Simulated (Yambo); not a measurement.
Absorption of Rb2LiYF6 (space group Fm-3m, No. 225) with and without the electron-hole interaction (Yambo, PBEsol bands; 4×4×4 mesh, 18 valence and 11 conduction bands, static screening with 97 bands and a 3 Ry block, scissor 3.54 eV, Tamm-Dancoff; field along x).

| E (eV) | Im ε, BSE | Im ε, independent quasiparticles |
|---|---|---|
| 7.55 | 0.08 | 0.01 |
| 7.65 | 0.08 | 0.01 |
| 7.75 | 0.10 | 0.01 |
| 7.85 | 0.11 | 0.02 |
| 7.95 | 0.12 | 0.02 |
| 8.05 | 0.15 | 0.02 |
| 8.15 | 0.17 | 0.02 |
| 8.25 | 0.21 | 0.02 |
| 8.35 | 0.27 | 0.02 |
| 8.45 | 0.35 | 0.02 |
| 8.55 | 0.51 | 0.02 |
| 8.65 | 0.76 | 0.02 |
| 8.75 | 0.99 | 0.02 |
| 8.85 | 1.19 | 0.03 |
| 8.95 | 1.78 | 0.03 |
| 9.05 | 3.18 | 0.03 |
| 9.15 | 4.86 | 0.03 |
| 9.25 | 3.89 | 0.03 |
| 9.35 | 2.41 | 0.03 |
| 9.45 | 1.90 | 0.04 |
| 9.55 | 2.19 | 0.04 |
| 9.65 | 2.91 | 0.04 |
| 9.75 | 2.78 | 0.05 |
| 9.85 | 2.71 | 0.05 |
| 9.95 | 2.61 | 0.06 |
| 10.05 | 1.75 | 0.07 |
| 10.15 | 1.22 | 0.08 |
| 10.25 | 0.95 | 0.10 |
| 10.35 | 0.89 | 0.14 |
| 10.45 | 1.05 | 0.18 |
| 10.55 | 1.32 | 0.18 |
| 10.65 | 1.68 | 0.17 |
| 10.75 | 2.18 | 0.19 |
| 10.85 | 2.27 | 0.24 |
| 10.95 | 1.92 | 0.34 |
| 11.05 | 1.61 | 0.53 |
| 11.15 | 1.44 | 0.71 |
| 11.25 | 1.66 | 0.71 |
| 11.35 | 1.56 | 0.77 |
| 11.45 | 1.17 | 0.87 |
| 11.55 | 0.90 | 0.91 |
| 11.65 | 0.78 | 1.10 |
| 11.75 | 0.77 | 1.46 |
| 11.85 | 0.67 | 1.93 |
| 11.95 | 0.69 | 2.39 |
| 12.05 | 0.80 | 2.81 |
| 12.15 | 0.86 | 2.82 |
| 12.25 | 0.85 | 2.50 |
| 12.35 | 0.72 | 2.31 |
| 12.45 | 0.74 | 2.07 |
| 12.55 | 0.65 | 1.84 |
| 12.65 | 0.55 | 1.62 |
| 12.75 | 0.59 | 1.30 |
| 12.85 | 0.61 | 1.12 |
| 12.95 | 0.63 | 1.06 |
| 13.05 | 0.59 | 1.04 |
| 13.15 | 0.52 | 1.17 |
| 13.25 | 0.52 | 1.43 |
| 13.35 | 0.48 | 1.73 |
| 13.45 | 0.53 | 2.20 |
| 13.55 | 0.53 | 2.70 |
| 13.65 | 0.53 | 3.05 |
| 13.75 | 0.56 | 3.09 |
| 13.85 | 0.47 | 2.85 |
| 13.95 | 0.44 | 2.51 |
| 14.05 | 0.40 | 2.31 |
| 14.15 | 0.39 | 2.20 |
| 14.25 | 0.40 | 1.91 |
| 14.35 | 0.37 | 1.66 |
| 14.45 | 0.35 | 1.61 |

The scissor comes from a G0W0 run whose convergence isn't established. Broadening 0.15 eV. The band window holds all transitions up to 15.5 eV. Fine structure above the onset can come from the mesh.

Geometry of the Materials Project entry, not relaxed at this level; primitive cell a = b = c = 6.161 Å, α = β = γ = 60.00°.

The structure is a Materials Project entry; no match was found in the copy of COD used, and its stability was not checked.
